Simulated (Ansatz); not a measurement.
Step by step: MoPt₂, relaxation of cell and atoms

Theory: DFT, r2SCAN, PAW with Ansatz's default frozen-core files, scalar-relativistic in Ansatz 0.2.0.

Command: `ansatz run input.yaml --threads 1 --pin off --max-ram 3072MiB --backend cpu --events-out ev --progress --plain --runs-dir out` The run took 6.9 min on 1 thread of Arm Neoverse V1 (shared host).

```yaml
crystal:
  lattice:
    - [-1.374, 1.9575, 4.119]
    - [1.374, -1.9575, 4.119]
    - [1.374, 1.9575, -4.119]
  atoms:
    - { symbol: Mo, position: [0.0, 0.0, 0.0] }
    - { symbol: Pt, position: [0.647, 0.647, 0.0] }
    - { symbol: Pt, position: [0.353, 0.353, 0.0] }
kpoints:
  mp_grid: { grid: [14, 14, 14] }
scf:
  occupations: { method: fermi_dirac, width: 0.05 }
hamiltonian:
  xc: r2scan
  pseudopotentials: { kind: paw }
output:
  forces: true
  stress: true
  efg: { contact_densities: true }
relax:
  f_tol: 0.005
  max_steps: 80
  cell: {}
```

No spin–orbit coupling, which matters for the heavy atoms here.

The cell comes from COD entry 1538693, which wasn't checked; take it as a given geometry.

The cutoff is 500 eV; energies and pressures of the walk include the program's estimate of the Pulay term. The PAW files were made with PBE; their cores are remade for this functional.

Each frame lists the cell vectors (Å), then Cartesian positions (Å) and forces (eV/Å). Free energies count from the first step, -30041.7059 eV.

The walk took 7 evaluations in all; steps that aren't listed are left out.

Step 1: E = 0.0 meV, P = 16.58 GPa

```
cell -1.3740 1.9575 4.1190 1.3740 -1.9575 4.1190 1.3740 1.9575 -4.1190
Mo    0.0000    0.0000    0.0000     0.000   0.000   0.000
Pt    0.0000    0.0000    5.3300     0.000   0.000   5.075
Pt    0.0000    0.0000    2.9080     0.000   0.000  -5.075
```

Step 2: E = -540.9 meV, P = -0.69 GPa

```
cell -1.3869 1.9759 4.1520 1.3869 -1.9759 4.1520 1.3869 1.9759 -4.1520
Mo    0.0000    0.0000    0.0000     0.000   0.000   0.000
Pt    0.0000    0.0000    5.5736     0.000   0.000  -1.335
Pt    0.0000    0.0000    2.7305     0.000   0.000   1.335
```

Step 3:

```
cell -1.3819 1.9774 4.1716 1.3819 -1.9774 4.1716 1.3819 1.9774 -4.1716
Mo    0.0000    0.0000    0.0000
Pt    0.0000    0.0000    5.5540
Pt    0.0000    0.0000    2.7891
```

Step 4: E = -630.6 meV, P = 1.53 GPa

```
cell -1.3775 1.9761 4.1413 1.3775 -1.9761 4.1413 1.3775 1.9761 -4.1413
Mo    0.0000    0.0000    0.0000     0.000   0.000   0.000
Pt    0.0000    0.0000    5.4952     0.000   0.000   0.007
Pt    0.0000    0.0000    2.7875     0.000   0.000  -0.007
```

**Question.** Give the energy and forces of step 3.

**Answer.** E = -620.2 meV, P = -1.86 GPa
```
Mo    0.0000    0.0000    0.0000     0.000   0.000   0.000
Pt    0.0000    0.0000    5.5540     0.000   0.000  -0.448
Pt    0.0000    0.0000    2.7891     0.000   0.000   0.448
```

**Question.** How does the relaxation end?

**Answer.** It converges, with a = 2.760 Å, b = 3.955 Å, c = 8.305 Å, α = 90.00°, β = 90.00°, γ = 90.00° (conventional cell, space group Immm). The last solve (on a basis chosen afresh for the final cell, so its energy is not quite comparable) gives E = -632.2 meV, P = 0.00 GPa:
```
cell -1.3800 1.9776 4.1523 1.3800 -1.9776 4.1523 1.3800 1.9776 -4.1523
Mo    0.0000    0.0000    0.0000     0.000   0.000   0.000
Pt    0.0000    0.0000    5.5093     0.000   0.000   0.000
Pt    0.0000    0.0000    2.7954     0.000   0.000   0.000
```
